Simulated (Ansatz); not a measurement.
Relaxed-ion elastic tensor of NaPt3O4 in space group Pm-3n (No. 223; Na on 2a, Pt on 6c, O on 8e) in GPa (Voigt order), the program Ansatz at the PBEsol level (PAW); density 12.18 g/cm³, 11.45 Å³ per atom.

```
 323   166   166   0.0   0.0   0.0
 166   323   166   0.0   0.0   0.0
 166   166   323   0.0   0.0   0.0
 0.0   0.0   0.0  67.6   0.0   0.0
 0.0   0.0   0.0   0.0  67.6   0.0
 0.0   0.0   0.0   0.0   0.0  67.6
```

**Question.** Is the crystal mechanically stable?

**Answer.** Yes: the smallest eigenvalue of C is 67.6 GPa.

**Question.** Work out the Voigt, Reuss and Hill averages.

**Answer.** K_V = 218, K_R = 218, K_H = 218; G_V = 71.8, G_R = 71.4, G_H = 71.6 GPa.

**Question.** Give Young's modulus, Poisson's ratio, Pugh's ratio and the universal anisotropy index.

**Answer.** E = 9KG/(3K + G) = 194 GPa; ν = 0.35; K/G = 3.05 (ductile by the Pugh limit of 1.75); A_U = 5G_V/G_R + K_V/K_R − 6 = 0.03.

**Question.** Estimate the sound speeds and the Debye temperature.

**Answer.** v_l = √((K + 4G/3)/ρ) = 5080 m/s, v_t = √(G/ρ) = 2420 m/s, mean 2730 m/s; Θ = (h/k)(3n/4πV)^(1/3) v_m = 360 K.

**Question.** Give the Zener ratio and Young's modulus along [100], [110] and [111].

**Answer.** A = 2C44/(C11 − C12) = 0.87; 1/E = S11 − 2(S11 − S12 − S44/2)Γ with Γ = 0, 1/4, 1/3 gives 209, 190, 184 GPa.

The workflow started from a Materials Project entry (that database holds measured and hypothetical structures alike); the Crystallography Open Database files this formula in space group No. 223, but the cells were not matched. Whether it is the stable phase at ambient conditions was not checked. The PBEsol relaxation kept the symmetry of its start; whether a distortion lowers the energy is not shown. No spin polarisation was allowed. As this level gives no gap, shear constants depend on the k-mesh and smearing (Fermi–Dirac, 0.1 eV here). Scalar-relativistic: spin–orbit coupling is off unless named, which matters more the heavier the elements.

Potentials: the earlier of the program's two PAW sets. The files were generated under PBE; for other functionals the program regenerates the frozen cores, and for LDA and PBEsol the local potential too.
